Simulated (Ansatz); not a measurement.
A geometry of Ti$_{2}$AlC away from equilibrium: the start of the relaxation of a relaxed Ti2AlC cell displaced along its unstable phonon at q = (0, 0, ½) of its primitive reciprocal cell (162i cm⁻¹), largest move 0.15 Å. Computed with PBEsol (plane waves to 420 eV, PAW, scalar-relativistic; Ansatz, an electronic-structure program). Γ-centred k-mesh 8×8×5 on the run's cell (coarser than for final values), Fermi–Dirac smearing 0.05 eV.

```xyz
8
Lattice="4.1539 0.0000 0.0000 0.0000 4.1539 0.0000 0.0000 0.0000 7.1918" Properties=species:S:1:pos:R:3 pbc="T T T"
Ti     0.0000     2.0769     1.8471
Ti     0.0000     2.0769     5.3447
Ti     2.0769     0.0000     1.8471
Ti     2.0769     0.0000     5.3447
Al     2.0769     2.0769     0.0000
Al     2.0769     2.0769     3.5959
C      0.0000     0.0000     1.6480
C      0.0000     0.0000     5.5439
```

Predict the force on each atom, in eV/Å.


```
atom    Fx    Fy     Fz
----  ----  ----  -----
Ti1   0.00  0.00   0.03
Ti2   0.00  0.00  -0.03
Ti3   0.00  0.00   0.03
Ti4   0.00  0.00  -0.03
Al5   0.00  0.00   0.00
Al6   0.00  0.00   0.00
C7    0.00  0.00   0.12
C8    0.00  0.00  -0.12
```

What is the pressure?

-0.9 GPa, compression positive.

No spin polarisation in the result.

The run could not lose the symmetry of its start: the end is stationary, and may be a saddle point rather than a minimum.

The end of the path is a generated cell of Ti2AlC: the first start was made by placing the elements on the sites of a structure type, and the end was not matched to a known phase here, so it may be hypothetical.
